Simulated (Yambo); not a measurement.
A G0W0@PBEsol run in Yambo for K2S (anti-fluorite, space group Fm-3m, No. 225) under isotropic strain of +1 % on all lattice vectors (4×4×4 Γ-centred k mesh, 180 bands and a 8 Ry block in the screening, 180 bands in G with the Bruneval-Gonze terminator, plasmon pole fitted at 27.2 eV) gives these matrix elements, in eV, at the band edges (X → Γ):

```csv
state,E0,<Vxc>,<Σx>,<Σc(E0)>,Z
valence edge,0.000,-11.925,-15.431,1.533,0.793
conduction edge,2.278,-6.483,-3.224,-2.904,0.851
```

Solve the linearised quasiparticle equation for both states, give the gap, and say how exchange and correlation each act on it.

E = E0 + Z(Σx + Σc − Vxc). Valence: 0.000 + 0.793 × (-15.431 + (1.533) − (-11.925)) = -1.56 eV. Conduction: 2.278 + 0.851 × (-3.224 + (-2.904) − (-6.483)) = 2.58 eV. The gap is 4.14 eV, against 2.28 eV in PBEsol. Replacing Vxc by bare exchange alone would open it by 6.77 eV; correlation takes back 4.44 eV of that, and Z scales what is left. Convergence of the G0W0 settings was not tested. 

Geometry strained from the cell relaxed with PBEsol, atoms relaxed again; primitive cell a = 5.238 Å, b = 5.238 Å, c = 5.238 Å, α = 60.00°, β = 60.00°, γ = 60.00°.
